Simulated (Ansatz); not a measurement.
Au:
```
Au
1.0
    0.00000     2.02317     2.02317
    2.02317     0.00000     2.02317
    2.02317     2.02317     0.00000
Au
1
Direct
  0.00000   0.00000   0.00000
```

Relaxed with LDA.

Question: List the phonon frequencies at the special points (DFPT on a 5×5×5 q-mesh, Fourier-interpolated; plane-wave PAW LDA (Ansatz code)).

Answer: In cm⁻¹.

| q | frequencies |
|---|---|
| Γ | 0 0 0 |
| X | 89 89 156 |
| U | 79 113 137 |
| K | 79 113 137 |
| L | 61 61 160 |
| W | 86 123 123 |

Space group Fm-3m (fcc (Cu type)). The LDA relaxation kept the symmetry of its start. As this level gives no gap, phonon frequencies hold no LO–TO term and depend on the k-mesh and smearing (Fermi–Dirac, 0.1 eV here). Scalar-relativistic: spin–orbit coupling is off unless named, which matters more the heavier the elements.

Potentials: the earlier of the program's two PAW sets. The files were generated under PBE; for other functionals the program regenerates the frozen cores, and for LDA and PBEsol the local potential too.
